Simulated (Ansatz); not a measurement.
Data:

SrO:
```yaml
crystal:
  lattice:
    - [3.54713, 0.00000, 0.00000]
    - [-1.77357, 3.07191, 0.00000]
    - [0.00000, 0.00000, 6.20875]
  atoms:
    - { symbol: Sr, position: [0.33333, 0.66667, 0.25000] }
    - { symbol: Sr, position: [0.66667, 0.33333, 0.75000] }
    - { symbol: O, position: [0.00000, 0.00000, 0.00000] }
    - { symbol: O, position: [0.00000, 0.00000, 0.50000] }
```

This is the r²SCAN-relaxed structure.

**Question.** All from the program Ansatz at the r²SCAN level (PAW), unless another level is named. Predict the Bader charges.

**Answer.** Sr +1.52, O -1.52 e.

**Question.** Predict the static dielectric constant ε0 (ions relaxed, cell fixed).

**Answer.** 11.7 (xx = yy), 17.2 (zz).

**Question.** Next, the electronic dielectric constant ε∞ (DFPT)?

**Answer.** 3.57 (xx = yy), 3.71 (zz).

**Question.** Predict the Born charges (a third of the trace).

**Answer.** Sr +2.34, O -2.34 e.

Space group P6_3/mmc (NiAs type). The first step of the workflow began from a Materials Project structure, measured or hypothetical; the Crystallography Open Database copy checked does not list it. It is not the phase usual at ambient conditions (space group No. 225). Symmetry was held in the r²SCAN relaxation; its stability against distortions is not shown here. Spin–orbit coupling is left out wherever it is not named.

Potentials: the later of the program's two PAW sets.
